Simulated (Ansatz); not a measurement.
C (graphite type, space group P6_3/mmc)

```
CELL_PARAMETERS angstrom
      2.45828     0.00000     0.00000
     -1.22914     2.12894     0.00000
      0.00000     0.00000     6.56476
ATOMIC_POSITIONS crystal
  C  0.00000 0.00000 0.25000
  C  0.00000 0.00000 0.75000
  C  0.33333 0.66667 0.25000
  C  0.66667 0.33333 0.75000
```

The relaxed cell is deformed in two ways at once: its volume V is scaled, and at that volume it is stretched along z (the c axis of the conventional cell) so that c/a changes. Fractional atomic positions are held.

Calculation: PBEsol-D3(BJ) (plane waves to 420 eV, PAW, scalar-relativistic; Ansatz, a quantum-chemistry and plane-wave program). k mesh 15×15×5 (Γ-centred), Fermi-Dirac smearing 0.05 eV. The energy includes the smearing's −TS. With partly filled bands, the response to shear is sensitive to the k mesh, so small differences along c/a are uncertain. C was relaxed with its symmetry unable to fall. The last digit holds for this mesh only.

Changes of ΔE (meV/atom) from the point V/V₀ = 1.000, (c/a)/(c/a)₀ = 1.000 when one coordinate moves alone (two changes are said to add if the coupling is within 5 % of the smaller one, nearly so within 20 %):

```csv
point,change
"V/V₀ = 1.000, (c/a)/(c/a)₀ = 0.880",132.5
"V/V₀ = 1.000, (c/a)/(c/a)₀ = 0.940",31.9
"V/V₀ = 0.920, (c/a)/(c/a)₀ = 1.000",59.5
"V/V₀ = 0.960, (c/a)/(c/a)₀ = 1.000",13.9
"V/V₀ = 1.040, (c/a)/(c/a)₀ = 1.000",12.2
"V/V₀ = 1.080, (c/a)/(c/a)₀ = 1.000",45.8
"V/V₀ = 1.000, (c/a)/(c/a)₀ = 1.060",29.7
"V/V₀ = 1.000, (c/a)/(c/a)₀ = 1.120",114.6
```

What is the change at V/V₀ = 1.080, (c/a)/(c/a)₀ = 1.060, where both move, and how far is it from the sum?

The sum of the single changes is 45.8 + (29.7) = 75.5; the calculation gives 5.9, so the coupling contributes -69.6 (over 20 % of the smaller single change, not additive).

What is the change at V/V₀ = 0.920, (c/a)/(c/a)₀ = 1.120, where both move, and how far is it from the sum?

The sum of the single changes is 59.5 + (114.6) = 174.1; the calculation gives 342.5, so the coupling contributes 168.4 (over 20 % of the smaller single change, not additive).

Do the two effects add at V/V₀ = 1.040, (c/a)/(c/a)₀ = 0.880? Give the computed change.

The sum of the single changes is 12.2 + (132.5) = 144.7; the calculation gives 210.7, so the coupling contributes 66.0 (over 20 % of the smaller single change, not additive).

(Under strain, the slope of the energy per volume gives the stress and its curvature an elastic modulus.)
